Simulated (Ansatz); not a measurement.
Relax this structure to zero stress and force, keeping its symmetry:

```cif
data_structure
_symmetry_space_group_name_H-M 'Fd-3m:1'
_symmetry_Int_Tables_number 227
_cell_length_a 6.8990
_cell_length_b 6.8990
_cell_length_c 6.8990
_cell_angle_alpha 90.000
_cell_angle_beta 90.000
_cell_angle_gamma 90.000
_cell_volume 328.37
loop_
_atom_site_label
_atom_site_type_symbol
_atom_site_symmetry_multiplicity
_atom_site_Wyckoff_symbol
_atom_site_fract_x
_atom_site_fract_y
_atom_site_fract_z
_atom_site_occupancy
Li1 Li 8 b 0.00000 0.00000 0.50000 1
In1 In 8 a 0.50000 0.00000 0.50000 1
```

Computed with DFT LDA, scalar-relativistic, plane waves, PAW (Ansatz).

Settings: cutoff 420 eV, Γ-centred mesh 12×12×12 on the computed 4-atom cell, Gaussian smearing of 0.10 eV; no spin polarisation.

Problem. What does it relax to?

Solution. The volume goes down by 1.97 Å³/atom to 18.55 Å³/atom, and the energy falls by 23.6 meV/atom. Final structure:
```xyz
4
Lattice="0.0000 3.3354 3.3354 3.3354 0.0000 3.3354 3.3354 3.3354 0.0000" Properties=species:S:1:pos:R:3 pbc="T T T"
Li    0.0000    0.0000    0.0000
Li    1.6677    1.6677    1.6677
In    3.3354    3.3354    3.3354
In    5.0031    5.0031    5.0031
```

Course of the relaxation (steps run on the plane waves of an earlier cell, and the basis is chosen afresh near the end, so energy and pressure can step there; trial steps that raised the energy were taken back; energies are free energies):

```json
{"step": "1", "E − E_final (meV/atom)": "23.6", "P (GPa)": "-3.46", "V (Å³/atom)": "20.52"}
{"step": "2", "E − E_final (meV/atom)": "2.0", "P (GPa)": "1.38", "V (Å³/atom)": "18.01"}
{"step": "3", "E − E_final (meV/atom)": "-0.1", "P (GPa)": "-0.27", "V (Å³/atom)": "18.66"}
{"step": "4", "E − E_final (meV/atom)": "-0.2", "P (GPa)": "-0.02", "V (Å³/atom)": "18.55"}
{"step": "5", "E − E_final (meV/atom)": "0.0", "P (GPa)": "-0.02", "V (Å³/atom)": "18.55"}
```